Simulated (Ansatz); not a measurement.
An element in the fcc structure gives these cold pressures by all-electron LAPW under PBE (Ansatz 0.2.0, scalar-relativistic, no spin polarisation).

```
V (Å³/atom)  P (GPa)
      17.85    -0.01
      16.42     9.64
      14.99     26.2
      13.56     54.8
      12.14    105.1
      10.71    196.1
       9.28    368.7
       8.03    657.6
```

(1) Which element is it?

Results:

(1) Ag. Its zero-pressure volume in this structure is near 17.8 Å³/atom; the volume and the steepness of P(V) together point to it, though neighbours can come close. This is the case that was computed; others weren't tested.
